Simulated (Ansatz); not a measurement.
## What a trial cell of Si₂B₃ relaxes into

Theory: DFT PBE, scalar-relativistic, plane waves, PAW (Ansatz). Cutoff 420 eV, Gaussian smearing, Γ-centred meshes. Cell and atoms relax first on a coarse mesh, the cell is then made exact in the group found at 0.06 to 0.08 Å, and last on a converged mesh; the steps can't lower the symmetry of their start. No spin polarisation.

The guess for Si₂B₃ was proposed by analogy with related compounds (P-3m1, No. 164). Its size is a guess.

```
Si B
1.0
     3.45000    0.00000    0.00000
    -1.72500    2.98779    0.00000
     0.00000    0.00000    4.95000
Si B
2 3
Cartesian
  1.7250 0.9959 4.2125
  0.0000 1.9919 0.7376
  0.0000 0.0000 0.0000
  0.0000 1.9919 3.2076
  1.7250 0.9959 1.7424
```

Formation energies are uncorrected and refer to the elements' standard structures at the same level.

Q: What does it relax into?

A: The symmetry stays P-3m1 (No. 164). The volume per atom shrinks by 7.4 %, from 10.2 to 9.5 Å³. The shortest distance goes from 2.12 Å (Si–B) to 1.80 Å (B–B). The ratio c/a of the conventional cell changes by a factor of 1.31. Conventional cell: a = 3.071 Å, c = 5.786 Å. Si has 1 B at 1.96 Å, 3 B at 2.08 Å and 3 B at 2.41 Å; B on a site of symmetry -3m is surrounded by 6 Si at 2.08 Å; around B on a site of symmetry 3m lie 3 B at 1.80 Å, 1 Si at 1.96 Å and 3 Si at 2.41 Å.

Space group P-3m1 (No. 164). a = 3.071 Å, b = 3.071 Å, c = 5.786 Å, α = 90.00°, β = 90.00°, γ = 120.00°
```tsv
atom	site	symmetry	x	y	z
Si	2d	3m.	0.6667	0.3333	0.8108
B	1a	-3m.	0.0000	0.0000	0.0000
B	2d	3m.	0.3333	0.6667	0.5288
```

Q: Give its energy and gap.

A:

| Quantity | Value |
| --- | --- |
| Formation energy | +0.31 eV/atom |
| Gap on the 12×12×6 mesh of the 5-atom cell | 0 eV (a metal) |

It can't be a ground state, since the elements alone are lower.

The last run used Gaussian smearing of 0.10 eV. The cell is a metal run without spin; a magnetic state may lie lower. A later test with randomly moved atoms led to a structure 5 meV/atom lower, so this end is a saddle point or a shallow minimum.
